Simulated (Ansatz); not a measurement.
A geometry of SrTiO$_{3}$ away from equilibrium: step 3 of the relaxation of a generated trial cell of SrTiO3 in the LiNbO3 structure type. Method: r2SCAN (plane waves to 500 eV, PAW, scalar-relativistic; Ansatz, an electronic-structure program). Γ-centred k-mesh 5×5×5 on the run's cell (coarser than for final values), Fermi–Dirac smearing 0.05 eV. The plane waves were selected for a different cell earlier on the path.

```
SrTiO3
1.0
    2.75976     1.59335     4.44667
   -2.75976     1.59335     4.44667
    0.00000    -3.18669     4.44667
Sr Ti O
2 2 6
Direct
  0.26779   0.26779   0.26779
  0.76779   0.76779   0.76779
  0.01918   0.01918   0.01918
  0.51918   0.51918   0.51918
  0.75603   0.19949   0.30781
  0.30781   0.75603   0.19949
  0.19949   0.30781   0.75603
  0.80781   0.69949   0.25603
  0.25603   0.80781   0.69949
  0.69949   0.25603   0.80781
```

**Question.** What forces act on the atoms (eV/Å)?

**Answer.** 
| atom | Fx | Fy | Fz |
|---|---|---|---|
| Sr1 | 0.00 | 0.00 | -0.17 |
| Sr2 | 0.00 | 0.00 | -0.17 |
| Ti3 | 0.00 | 0.00 | -0.47 |
| Ti4 | 0.00 | 0.00 | -0.47 |
| O5 | -0.27 | 0.23 | 0.21 |
| O6 | -0.06 | -0.35 | 0.21 |
| O7 | 0.34 | 0.12 | 0.21 |
| O8 | -0.34 | 0.12 | 0.21 |
| O9 | 0.06 | -0.35 | 0.21 |
| O10 | 0.27 | 0.23 | 0.21 |

The path ends in R3c (No. 161). No spin polarisation in the result.

The run could not lose the symmetry of its start: the end is stationary, and may be a saddle point rather than a minimum.

The end of the path is a generated cell of SrTiO3: the first start was made by placing the elements on the sites of a structure type, and the end was not matched to a known phase here, so it may be hypothetical. Known forms of SrTiO3 include space group No. 221.
